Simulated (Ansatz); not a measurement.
Fields on a plane of V3Si (A15, Cr3Si type)

```xyz
8
Lattice="4.7014 0.0000 0.0000 0.0000 4.7014 0.0000 0.0000 0.0000 4.7014" Properties=species:S:1:pos:R:3 pbc="T T T"
V      1.1753     0.0000     2.3507
V      3.5260     0.0000     2.3507
V      0.0000     2.3507     1.1753
V      0.0000     2.3507     3.5260
V      2.3507     1.1753     0.0000
V      2.3507     3.5260     0.0000
Si     0.0000     0.0000     0.0000
Si     2.3507     2.3507     2.3507
```

The slice is a {210} plane (indices of the conventional cell) through the point (0.000, 0.500, 0.750) (fractional), spanned by u = [100] and v = [021] in vectors of this cell: u (4.70 Å) and v (10.51 Å, at 90° to u). It covers one period; positions are fractions (u, v).

Atoms on it: V at (0.25, 0.75); V at (0.75, 0.75); V at (0.00, 0.50); V at (0.00, 0.00); Si at (0.00, 0.25). Other atoms lie within 1 Å of the plane.

The numbers are results of PBE (plane waves to 420 eV, PAW, scalar-relativistic; Ansatz, an electronic-structure program), not measurements. k mesh 10×10×10. Near the nuclei the fields are pseudised (PAW); where an atom keeps semicore shells as valence, they peak there. The PAW data are Ansatz's earlier set. V3Si is run without spin polarisation. V3Si was relaxed with its symmetry unable to fall.

```
|x@- *@@@@* -@|
|=: -#@@@@#- :|
|..-=*%@@%*=-.|
|*=.  -##-  .=|
|=..+- :: -+..|
|::%xx+..+xx%:|
|:=xxx%::%xxx=|
|::%xx+..+xx%:|
|=..+- :: -+..|
|*=.  -##-  .=|
|..-=*%@@%*=-.|
|=: -#@@@@#- :|
|x@- *@@@@* -@|
|xx+ *@@@@* +x|
|x@- ++==++ -@|
|=: :-    -: :|
| .-= :++: =-.|
|%%%= +%%+ =%%|
|%@@+ :##: +@@|
|x=@%: -- :%@=|
|xx%@+::::+@%x|
|x=@%: -- :%@=|
|%@@+ :##: +@@|
|%%%= +%%+ =%%|
| .-= :++: =-.|
|=: :-    -: :|
|x@- ++==++ -@|
|xx+ *@@@@* +x|
```
Scale: ten equal steps from 0.11 (start of ' ') to 0.69 (end of '@'), in the order ' .:-=+*#%@'. Values: electron localisation function (ELF). The map has 13 points along u (one character each, u = 0 at the left) and 28 along v (v = 0 in the bottom row). Points within 0.5 Å of a nucleus are blanked (x), as the pseudised field means little there.

```
|xxxxxx5588663333668855xxxx|
|xxxx11889977333377998811xx|
|44668899998877778899998866|
|99996644557799997755446699|
|7744xxxxxxxx6666xxxxxxxx44|
|33xxxxxxxxxx0000xxxxxxxxxx|
|00xxxxxxxxxxxxxxxxxxxxxxxx|
|33xxxxxxxxxx0000xxxxxxxxxx|
|7744xxxxxxxx6666xxxxxxxx44|
|99996644557799997755446699|
|44668899998877778899998866|
|xxxx11889977333377998811xx|
|xxxxxx5588663333668855xxxx|
|xxxxxx3399885555889933xxxx|
|xxxxxx5599886666889955xxxx|
|xxxx11888844xxxx44888811xx|
|3355889955xxxxxxxx55998855|
|4455888811xxxxxxxx11888855|
|xxxx227722xxxxxxxx227722xx|
|xxxxxx446600xxxx006644xxxx|
|xxxxxx3377441111447733xxxx|
|xxxxxx446600xxxx006644xxxx|
|xxxx227722xxxxxxxx227722xx|
|4455888811xxxxxxxx11888855|
|3355889955xxxxxxxx55998855|
|xxxx11888844xxxx44888811xx|
|xxxxxx5599886666889955xxxx|
|xxxxxx3399885555889933xxxx|
```
Scale: ten equal steps from 2.00 (start of '0') to 10.34 (end of '9'), in the order '0123456789'. Values: electrostatic potential energy of an electron, from the cell's mean, in eV. The map has 13 points along u (two characters each, u = 0 at the left) and 28 along v (v = 0 in the bottom row). Points within 1 Å of a nucleus are blanked (x), as the pseudised field means little there. Values under 2 eV are set to 2. The zero, the cell's mean, hangs on the PAW cores.
